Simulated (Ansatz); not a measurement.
## Computed properties of TiAl$_{2}$

TiAl2:
```cif
data_Al4Ti2
_chemical_formula_sum 'Ti2 Al4'
_space_group_name_H-M_alt 'P 1'
_space_group_IT_number 1
_cell_length_a 6.33446
_cell_length_b 6.33446
_cell_length_c 3.97236
_cell_angle_alpha 90.000
_cell_angle_beta 90.000
_cell_angle_gamma 144.141
loop_
_space_group_symop_operation_xyz
  'x, y, z'
loop_
_atom_site_label
_atom_site_type_symbol
_atom_site_fract_x
_atom_site_fract_y
_atom_site_fract_z
_atom_site_occupancy
Ti1 Ti 0.84374 0.15626 0.00000 1
Ti2 Ti 0.15626 0.84374 0.00000 1
Al1 Al 0.50000 0.50000 0.00000 1
Al2 Al 0.00000 0.00000 0.50000 1
Al3 Al 0.67286 0.32714 0.50000 1
Al4 Al 0.32714 0.67286 0.50000 1
```

Space group Cmmm (No. 65); conventional cell a = 3.9001 Å, b = 12.0537 Å, c = 3.9724 Å, α = 90.00°, β = 90.00°, γ = 90.00°.

Method: PBEsol in the plane-wave PAW code Ansatz. Structure relaxed to zero pressure with the same functional. Other levels are named where they apply.

Cell and energy:

```json
{
 "volume_per_atom": "15.56 Å³",
 "density": "3.62 g/cm³",
 "Formation energy from the elements (no fitted shifts)": "-0.43 eV/atom"
}
```

Electronic structure:

```json
{
  "electronic_character": "metallic (no gap)",
  "Density of states at the Fermi level": "0.38 states/eV per atom (mean over ±0.08 eV)"
}
```

Mechanics:

```json
{
  "Bulk modulus (Birch–Murnaghan fit)": "1150 kbar",
  "Pressure derivative B′": "4.0"
}
```

Phonons:

```json
{
  "highest_zone_centre_frequency": "357 cm⁻¹",
  "zone_centre_stability": "no imaginary mode at Γ"
}
```

The first step of the workflow began from a Materials Project structure, measured or hypothetical; the Crystallography Open Database files this formula in space group No. 65, but the cells were not matched. Whether it is the stable phase at ambient conditions was not checked. The PBEsol relaxation kept the symmetry of its start. The run is not spin-polarised. As this level gives no gap, phonon frequencies hold no LO–TO term and depend on the k-mesh and smearing (Fermi–Dirac, 0.1 eV here). Axis ratios of metals converge slowly with the k-mesh, so a and c are less sure than the volume. The references are the lowest solids computed at this level, not always the standard phases.

Potentials: the later of the program's two PAW sets.
